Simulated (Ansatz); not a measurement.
Input:

TiSi₂:
```cif
data_Si8Ti4
_chemical_formula_sum 'Si8 Ti4'
_space_group_name_H-M_alt 'Cmcm'
_space_group_IT_number 63
_space_group_name_Hall '-C 2c 2'
_cell_length_a 3.48621
_cell_length_b 13.25418
_cell_length_c 3.53191
_cell_angle_alpha 90.000
_cell_angle_beta 90.000
_cell_angle_gamma 90.000
loop_
_atom_site_label
_atom_site_type_symbol
_atom_site_symmetry_multiplicity
_atom_site_Wyckoff_symbol
_atom_site_fract_x
_atom_site_fract_y
_atom_site_fract_z
_atom_site_occupancy
Si1 Si 4 c 0.00000 0.05989 0.75000 1
Si2 Si 4 c 0.00000 0.25041 0.25000 1
Ti1 Ti 4 c 0.00000 0.60247 0.25000 1
```
(The calculation used a cell of 6 atoms; values per cell refer to that cell.)

This is the LDA-relaxed structure.

Q: All from DFT-LDA in the program Ansatz with PAW potentials, unless another level is named. Predict the electronic character.

A: metallic (no gap).

Q: And the formation energy from the elements (no fitted shifts)?

A: -0.67 eV/atom.

Q: What about the density of states at the Fermi level?

A: 0.25 states/eV per atom (mean over ±0.08 eV).

The LDA relaxation kept the symmetry of its start; of distortions, only those at the zone centre were tested. The run is not spin-polarised. The references are the lowest solids computed at this level, not always the standard phases.

Potentials: the later of the program's two PAW sets.
